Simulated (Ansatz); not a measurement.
VPt₃:
```cif
data_Pt3V
_chemical_formula_sum 'V1 Pt3'
_space_group_name_H-M_alt 'P 1'
_space_group_IT_number 1
_cell_length_a 3.89912
_cell_length_b 3.89912
_cell_length_c 3.89912
_cell_angle_alpha 90.000
_cell_angle_beta 90.000
_cell_angle_gamma 90.000
loop_
_space_group_symop_operation_xyz
  'x, y, z'
loop_
_atom_site_label
_atom_site_type_symbol
_atom_site_fract_x
_atom_site_fract_y
_atom_site_fract_z
_atom_site_occupancy
V1 V 0.00000 0.00000 0.00000 1
Pt1 Pt 0.00000 0.50000 0.50000 1
Pt2 Pt 0.50000 0.00000 0.50000 1
Pt3 Pt 0.50000 0.50000 0.00000 1
```
The run is spin-polarised; directions of the spins, atom by atom: ↑ 0 0 0.

Relaxed with r²SCAN.

Tabulate the valence density and the electron localisation function along the shortest V–Pt contact (2.76 Å), r²SCAN in the plane-wave PAW code Ansatz.



| distance from V (Å) | density (e/Å³) | ELF |
|---|---|---|
| 0.28 | 12.33 | 0.74 |
| 0.41 | 8.25 | 0.75 |
| 0.55 | 4.56 | 0.69 |
| 0.69 | 2.08 | 0.52 |
| 0.83 | 0.85 | 0.26 |
| 0.96 | 0.41 | 0.12 |
| 1.10 | 0.29 | 0.12 |
| 1.24 | 0.27 | 0.22 |
| 1.38 | 0.31 | 0.32 |
| 1.52 | 0.40 | 0.34 |
| 1.65 | 0.59 | 0.34 |
| 1.79 | 0.99 | 0.39 |
| 1.93 | 1.95 | 0.48 |
| 2.07 | 3.73 | 0.58 |
| 2.21 | 6.11 | 0.64 |
| 2.34 | 8.54 | 0.67 |
| 2.48 | 10.45 | 0.67 |

The density is the valence pseudo-density with augmentation charge, so density and ELF within about 1 Å of a nucleus are not all-electron values.

Space group Pm-3m (Cu3Au type). The workflow started from an entry of the Crystallography Open Database (COD), which files this formula under 2 space groups. Its standing as an ambient phase is unchecked. The cell was relaxed with r²SCAN under the symmetry of its start; whether a distortion lowers the energy is not shown. Magnetic state: ferromagnetic, the only order run, not a proven ground state. Other orbital occupations within this spin state were not tried. Spin–orbit coupling is left out wherever it is not named.

Potentials: the later of the program's two PAW sets.
